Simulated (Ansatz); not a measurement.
## Structure relaxation, Rh

The start is a generated trial cell of Rh in the AFLOW prototype A_tI4_139_e (as in Si). The structure is fully relaxed (lattice and positions, P = 0) with PBEsol (plane waves to 420 eV, PAW, scalar-relativistic; Ansatz, a quantum-chemistry and plane-wave program). The first steps use a coarse 15×15×15 k-mesh.

Input geometry:
```yaml
crystal:
  lattice:
    - [-1.52285, 1.52285, 2.95764]
    - [1.52285, -1.52285, 2.95764]
    - [1.52285, 1.52285, -2.95764]
  atoms:
    - { symbol: Rh, position: [0.81900, 0.81900, 0.00000] }
    - { symbol: Rh, position: [0.18100, 0.18100, 0.00000] }
```

What pressure does the first self-consistent step give?

+74.5 GPa (positive: the cell is compressed).

What is the largest force in the starting geometry, and on which atom (counted from 1)?

1.22 eV/Å, on Rh1, Rh2 (atoms numbered as listed).

How does the volume change?

+8.1 %, from 13.72 to 14.84 Å³/atom.

How do the shortest distances between atoms change?

The closest pairs of elements (up to four, under 3.6 Å), start → end: Rh–Rh 2.14 → 2.41 Å.

Is the relaxed structure metallic? Give its gap.

Zero (metallic).

The space group stays I4/mmm (No. 139) (the run could not lower it), with 2 atoms in the primitive cell. Final values are on a 24×24×24 k-mesh of the relaxed cell. No spin polarisation in the result.

The run could not lose the symmetry of its start: the end is stationary, and may be a saddle point rather than a minimum.

The relaxed structure here is a generated cell of Rh: the first start was made by placing the elements on the sites of a structure type, and the end was not matched to a known phase here, so it may be hypothetical. Known forms of Rh include space group No. 225.
